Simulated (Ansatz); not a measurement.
# Phases of Gd at 0.027 GPa

Structure types of Gd are relaxed in primitive cells with their symmetry kept at 0.027 GPa, first on PAW files, then by LAPW. The enthalpy is E + pV at zero temperature, without zero-point motion. Only the types listed were tried, and differences under about 5 meV/atom are mesh noise. Not among the end structures: hcp, which may lie lower.

Level of theory: DFT with PBEsol, scalar-relativistic, in Ansatz 0.2.0; Fermi–Dirac smearing of 0.1 eV, spin-polarised from start moments Gd 7 μB. LAPW: all electrons, basis error target 0.5 meV/atom; PAW: frozen-core files, cutoff 420 eV.

k meshes: fcc 13×13×13, bcc 14×14×14.

The open f shell is treated without a Hubbard term, so these are results of the method, and the state needn't be the lowest. Spin–orbit coupling is left out, which matters for the heavy atoms. The PAW files were made under PBE.

```tsv
start type	ends as	a, b, c (Å)	V (Å³/atom)	H − H(lowest), LAPW (meV/atom)	moment (μB/atom)
fcc	fcc, Fm-3m	4.972, 4.972, 4.972	30.72	0.0	7.34
bcc	bcc, Im-3m	3.962, 3.962, 3.962	31.09	?	7.58
```

Question: Fill in "H − H(lowest), LAPW (meV/atom)" for the row "bcc".

Answer: 56.7.
